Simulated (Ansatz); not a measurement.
**Zn2InGe2 in Ansatz, relaxation**

Run with:

```bash
ansatz run input.yaml --threads 2 --pin off --max-ram 2560MiB --backend cpu --events-out ev --progress --plain --runs-dir out
```

The input file (Ansatz 0.2.0, plane waves):

```yaml
crystal:
  lattice:
    - [6.696421, 0.0, 0.0]
    - [0.0, 6.696421, 0.0]
    - [0.0, 0.0, 3.842117]
  atoms:
    - { symbol: Zn, position: [0.17836, 0.67836, 0.5] }
    - { symbol: Zn, position: [0.32164, 0.17836, 0.5] }
    - { symbol: Zn, position: [0.82164, 0.32164, 0.5] }
    - { symbol: Zn, position: [0.67836, 0.82164, 0.5] }
    - { symbol: In, position: [0.0, 0.0, 0.0] }
    - { symbol: In, position: [0.5, 0.5, 0.0] }
    - { symbol: Ge, position: [0.37868, 0.87868, 0.0] }
    - { symbol: Ge, position: [0.12132, 0.37868, 0.0] }
    - { symbol: Ge, position: [0.62132, 0.12132, 0.0] }
    - { symbol: Ge, position: [0.87868, 0.62132, 0.0] }
  symmetry: { tolerance: 0.0003 }
kpoints:
  mp_grid: { grid: [4, 4, 8], shift: [0, 0, 0] }
magnetization:
  spin_polarized: false
scf:
  occupations: { method: fermi_dirac, width: 0.0154 }
  lower_state_search: "off"
hamiltonian:
  pseudopotentials: { kind: paw }
  xc: r2scan
basis:
  ecutwfc: 500
  fft_grid_basis: typed
relax:
  max_steps: 80
  cell: { p_target: 0.0 }
output:
  forces: true
  stress: true
  eigenvalues: true
  bader: true
  populations: true
  elf: true
  write_potential: true
  volumetric_format: npy
  dos:
    e_range: [-12, 8]
    de: 0.05
    projected: { site_lists: { Ge: [Ge], In: [In], Zn: [Zn] } }
checkpoint:
  read: saved_state
```

Origin of the cell: a known structure type with other elements, at an estimated volume, so it need not be a known compound.

The saved state is a converged single point of the same cell.

Steps («new basis» is an SCF on plane waves selected anew at the same cell):

```json
{"step": "1", "ΔF (meV/atom)": "0.0", "max force component (eV/Å)": "0.828", "P (GPa)": "12.48", "volume (Å³)": "172.29", "SCF iterations": "8", "step was": "accepted"}
{"step": "2", "ΔF (meV/atom)": "-103.9", "max force component (eV/Å)": "0.415", "P (GPa)": "2.15", "volume (Å³)": "191.80", "SCF iterations": "8", "step was": "accepted"}
{"step": "3", "ΔF (meV/atom)": "-116.8", "max force component (eV/Å)": "0.177", "P (GPa)": "0.41", "volume (Å³)": "195.17", "SCF iterations": "7", "step was": "accepted"}
{"step": "4", "ΔF (meV/atom)": "-120.4", "max force component (eV/Å)": "0.060", "P (GPa)": "0.00", "volume (Å³)": "195.73", "SCF iterations": "7", "step was": "accepted"}
{"step": "5", "ΔF (meV/atom)": "-129.7", "max force component (eV/Å)": "0.151", "P (GPa)": "-0.17", "volume (Å³)": "195.01", "SCF iterations": "7", "step was": "accepted"}
{"step": "6", "ΔF (meV/atom)": "-129.9", "max force component (eV/Å)": "0.021", "P (GPa)": "0.21", "volume (Å³)": "192.77", "SCF iterations": "7", "step was": "accepted"}
{"step": "7", "ΔF (meV/atom)": "-131.2", "max force component (eV/Å)": "0.030", "P (GPa)": "-0.07", "volume (Å³)": "193.66", "SCF iterations": "7", "step was": "accepted"}
{"step": "8", "ΔF (meV/atom)": "-131.9", "max force component (eV/Å)": "0.034", "P (GPa)": "0.00", "volume (Å³)": "194.14", "SCF iterations": "9", "step was": "accepted"}
{"step": "9", "ΔF (meV/atom)": "-132.6", "max force component (eV/Å)": "0.023", "P (GPa)": "-0.03", "volume (Å³)": "193.97", "SCF iterations": "7", "step was": "accepted"}
{"step": "10", "ΔF (meV/atom)": "-127.4", "max force component (eV/Å)": "0.094", "P (GPa)": "0.49", "volume (Å³)": "191.88", "SCF iterations": "10", "step was": "rejected"}
{"step": "11", "ΔF (meV/atom)": "-132.4", "max force component (eV/Å)": "0.050", "P (GPa)": "-0.16", "volume (Å³)": "193.92", "SCF iterations": "13", "step was": "rejected"}
{"step": "12", "ΔF (meV/atom)": "-132.8", "max force component (eV/Å)": "0.010", "P (GPa)": "0.00", "volume (Å³)": "193.73", "SCF iterations": "12", "step was": "accepted"}
{"step": "13", "ΔF (meV/atom)": "-132.8", "max force component (eV/Å)": "0.000", "P (GPa)": "-0.01", "volume (Å³)": "193.73", "SCF iterations": "10", "step was": "accepted"}
{"step": "14", "ΔF (meV/atom)": "-134.1", "max force component (eV/Å)": "0.000", "P (GPa)": "0.01", "volume (Å³)": "193.73", "SCF iterations": "9", "step was": "new basis"}
```

Step 1, with forces in eV/Å:

```xyz
10
Lattice="6.696 0.000 0.000 0.000 6.696 0.000 0.000 0.000 3.842" Properties=species:S:1:pos:R:3:forces:R:3 pbc="T T T" step=1
Zn    1.194    4.543    1.921    0.132    0.132    0.000
Zn    2.154    1.194    1.921   -0.132    0.132    0.000
Zn    5.502    2.154    1.921   -0.132   -0.132    0.000
Zn    4.543    5.502    1.921    0.132   -0.132    0.000
In    0.000    0.000    0.000    0.000    0.000    0.000
In    3.348    3.348    0.000    0.000    0.000    0.000
Ge    2.536    5.884    0.000   -0.828   -0.828    0.000
Ge    0.812    2.536    0.000    0.828   -0.828    0.000
Ge    4.161    0.812    0.000    0.828    0.828    0.000
Ge    5.884    4.161    0.000   -0.828    0.828    0.000
```

Step 2, with forces in eV/Å:

```xyz
10
Lattice="7.023 0.000 0.000 0.000 7.023 0.000 0.000 0.000 3.889" Properties=species:S:1:pos:R:3:forces:R:3 pbc="T T T" step=2
Zn    1.269    4.780    1.944    0.056    0.056    0.000
Zn    2.242    1.269    1.944   -0.056    0.056    0.000
Zn    5.754    2.242    1.944   -0.056   -0.056    0.000
Zn    4.780    5.754    1.944    0.056   -0.056    0.000
In    0.000    0.000    0.000    0.000    0.000    0.000
In    3.511    3.511    0.000    0.000    0.000    0.000
Ge    2.660    6.171    0.000   -0.415   -0.415    0.000
Ge    0.852    2.660    0.000    0.415   -0.415    0.000
Ge    4.363    0.852    0.000    0.415    0.415    0.000
Ge    6.171    4.363    0.000   -0.415    0.415    0.000
```

Step 3, with forces in eV/Å:

```xyz
10
Lattice="7.157 0.000 0.000 0.000 7.157 0.000 0.000 0.000 3.810" Properties=species:S:1:pos:R:3:forces:R:3 pbc="T T T" step=3
Zn    1.293    4.871    1.905    0.004    0.004    0.000
Zn    2.286    1.293    1.905   -0.004    0.004    0.000
Zn    5.864    2.286    1.905   -0.004   -0.004    0.000
Zn    4.871    5.864    1.905    0.004   -0.004    0.000
In    0.000    0.000    0.000    0.000    0.000    0.000
In    3.579    3.579    0.000    0.000    0.000    0.000
Ge    2.701    6.280    0.000   -0.177   -0.177    0.000
Ge    0.877    2.701    0.000    0.177   -0.177    0.000
Ge    4.456    0.877    0.000    0.177    0.177    0.000
Ge    6.280    4.456    0.000   -0.177    0.177    0.000
```

Step 4, with forces in eV/Å:

```xyz
10
Lattice="7.212 0.000 0.000 0.000 7.212 0.000 0.000 0.000 3.763" Properties=species:S:1:pos:R:3:forces:R:3 pbc="T T T" step=4
Zn    1.290    4.897    1.881   -0.055   -0.055    0.000
Zn    2.316    1.290    1.881    0.055   -0.055    0.000
Zn    5.922    2.316    1.881    0.055    0.055    0.000
Zn    4.897    5.922    1.881   -0.055    0.055    0.000
In    0.000    0.000    0.000    0.000    0.000    0.000
In    3.606    3.606    0.000    0.000    0.000    0.000
Ge    2.705    6.311    0.000    0.060    0.060    0.000
Ge    0.902    2.705    0.000   -0.060    0.060    0.000
Ge    4.508    0.902    0.000   -0.060   -0.060    0.000
Ge    6.311    4.508    0.000    0.060   -0.060    0.000
```

Step 5, with forces in eV/Å:

```xyz
10
Lattice="7.350 0.000 0.000 0.000 7.350 0.000 0.000 0.000 3.610" Properties=species:S:1:pos:R:3:forces:R:3 pbc="T T T" step=5
Zn    1.292    4.967    1.805   -0.083   -0.083    0.000
Zn    2.383    1.292    1.805    0.083   -0.083    0.000
Zn    6.058    2.383    1.805    0.083    0.083    0.000
Zn    4.967    6.058    1.805   -0.083    0.083    0.000
In    0.000    0.000    0.000    0.000    0.000    0.000
In    3.675    3.675    0.000    0.000    0.000    0.000
Ge    2.745    6.420    0.000    0.151    0.151    0.000
Ge    0.930    2.745    0.000   -0.151    0.151    0.000
Ge    4.605    0.930    0.000   -0.151   -0.151    0.000
Ge    6.420    4.605    0.000    0.151   -0.151    0.000
```

Step 6, with forces in eV/Å:

```xyz
10
Lattice="7.505 0.000 0.000 0.000 7.505 0.000 0.000 0.000 3.423" Properties=species:S:1:pos:R:3:forces:R:3 pbc="T T T" step=6
Zn    1.287    5.039    1.711   -0.008   -0.008    0.000
Zn    2.466    1.287    1.711    0.008   -0.008    0.000
Zn    6.218    2.466    1.711    0.008    0.008    0.000
Zn    5.039    6.218    1.711   -0.008    0.008    0.000
In    0.000    0.000    0.000    0.000    0.000    0.000
In    3.752    3.752    0.000    0.000    0.000    0.000
Ge    2.801    6.553    0.000    0.021    0.021    0.000
Ge    0.952    2.801    0.000   -0.021    0.021    0.000
Ge    4.704    0.952    0.000   -0.021   -0.021    0.000
Ge    6.553    4.704    0.000    0.021   -0.021    0.000
```

Step 7, with forces in eV/Å:

```xyz
10
Lattice="7.465 0.000 0.000 0.000 7.465 0.000 0.000 0.000 3.475" Properties=species:S:1:pos:R:3:forces:R:3 pbc="T T T" step=7
Zn    1.288    5.021    1.738   -0.019   -0.019    0.000
Zn    2.444    1.288    1.738    0.019   -0.019    0.000
Zn    6.177    2.444    1.738    0.019    0.019    0.000
Zn    5.021    6.177    1.738   -0.019    0.019    0.000
In    0.000    0.000    0.000    0.000    0.000    0.000
In    3.733    3.733    0.000    0.000    0.000    0.000
Ge    2.793    6.525    0.000    0.030    0.030    0.000
Ge    0.940    2.793    0.000   -0.030    0.030    0.000
Ge    4.673    0.940    0.000   -0.030   -0.030    0.000
Ge    6.525    4.673    0.000    0.030   -0.030    0.000
```

Step 8, with forces in eV/Å:

```xyz
10
Lattice="7.378 0.000 0.000 0.000 7.378 0.000 0.000 0.000 3.566" Properties=species:S:1:pos:R:3:forces:R:3 pbc="T T T" step=8
Zn    1.282    4.971    1.783   -0.034   -0.034    0.000
Zn    2.407    1.282    1.783    0.034   -0.034    0.000
Zn    6.096    2.407    1.783    0.034    0.034    0.000
Zn    4.971    6.096    1.783   -0.034    0.034    0.000
In    0.000    0.000    0.000    0.000    0.000    0.000
In    3.689    3.689    0.000    0.000    0.000    0.000
Ge    2.763    6.453    0.000    0.032    0.032    0.000
Ge    0.926    2.763    0.000   -0.032    0.032    0.000
Ge    4.615    0.926    0.000   -0.032   -0.032    0.000
Ge    6.453    4.615    0.000    0.032   -0.032    0.000
```

Step 9, with forces in eV/Å:

```xyz
10
Lattice="7.405 0.000 0.000 0.000 7.405 0.000 0.000 0.000 3.538" Properties=species:S:1:pos:R:3:forces:R:3 pbc="T T T" step=9
Zn    1.278    4.981    1.769   -0.023   -0.023    0.000
Zn    2.424    1.278    1.769    0.023   -0.023    0.000
Zn    6.126    2.424    1.769    0.023    0.023    0.000
Zn    4.981    6.126    1.769   -0.023    0.023    0.000
In    0.000    0.000    0.000    0.000    0.000    0.000
In    3.702    3.702    0.000    0.000    0.000    0.000
Ge    2.772    6.474    0.000    0.014    0.014    0.000
Ge    0.930    2.772    0.000   -0.014    0.014    0.000
Ge    4.633    0.930    0.000   -0.014   -0.014    0.000
Ge    6.474    4.633    0.000    0.014   -0.014    0.000
```

Step 14, with forces in eV/Å:

```xyz
10
Lattice="7.418 0.000 0.000 0.000 7.418 0.000 0.000 0.000 3.521" Properties=species:S:1:pos:R:3:forces:R:3 pbc="T T T" step=14
Zn    1.263    4.972    1.761    0.000    0.000    0.000
Zn    2.446    1.263    1.761    0.000    0.000    0.000
Zn    6.155    2.446    1.761    0.000    0.000    0.000
Zn    4.972    6.155    1.761    0.000    0.000    0.000
In    0.000    0.000    0.000    0.000    0.000    0.000
In    3.709    3.709    0.000    0.000    0.000    0.000
Ge    2.773    6.482    0.000    0.000    0.000    0.000
Ge    0.935    2.773    0.000    0.000    0.000    0.000
Ge    4.644    0.935    0.000    0.000    0.000    0.000
Ge    6.482    4.644    0.000    0.000    0.000    0.000
```

```
Free energy lowered by  : 134.1 meV/atom
Volume change           : 12.44 %
Final pressure          : 0.01 GPa
Relaxation steps listed : 14
```

Caveats: no dispersion correction, so spacings can come out too large where layers or molecules are weakly bound; the relaxation held the start's symmetry, so the end may be a saddle point.

Time: 12 min on 2 threads of Arm Neoverse V1, with other jobs on the host, peak memory 1.2 GiB, from a saved density.
